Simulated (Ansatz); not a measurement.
ScPd$_{3}$C (anti-perovskite, Pm-3m) at seven volumes, DFT-r²SCAN in the program Ansatz with PAW potentials, scaled uniformly. One row is withheld.

| V (Å³/atom) | P (GPa) |
|---|---|
| 13.283 | 21.04 |
| 13.721 | 12.79 |
| 14.159 | 5.85 |
| 14.597 | 0.01 |
| 15.034 | -4.90 |
| 15.472 | ? |
| 15.910 | -12.48 |

Fit the shown pressures and predict the withheld one.

Third-order Birch–Murnaghan: P = (3/2)B₀(x^(7/2) − x^(5/2))[1 + (3/4)(B′ − 4)(x − 1)] with x = (V₀/V)^(2/3). Least squares on the six rows gives V₀ = 14.598 Å³/atom, B₀ = 178.0 GPa, B′ = 4.76. At V = 15.472, x = 0.9620 and P = -9.01 GPa. The run itself gave -9.03 GPa.

The start of the workflow was typed in or built on a structure type; neither database checked (COD, Materials Project) lists it. Whether it is the stable phase at ambient conditions was not checked. The r²SCAN relaxation kept the symmetry of its start; its stability against distortions is not shown here. The run is not spin-polarised.

Potentials: the later of the program's two PAW sets.
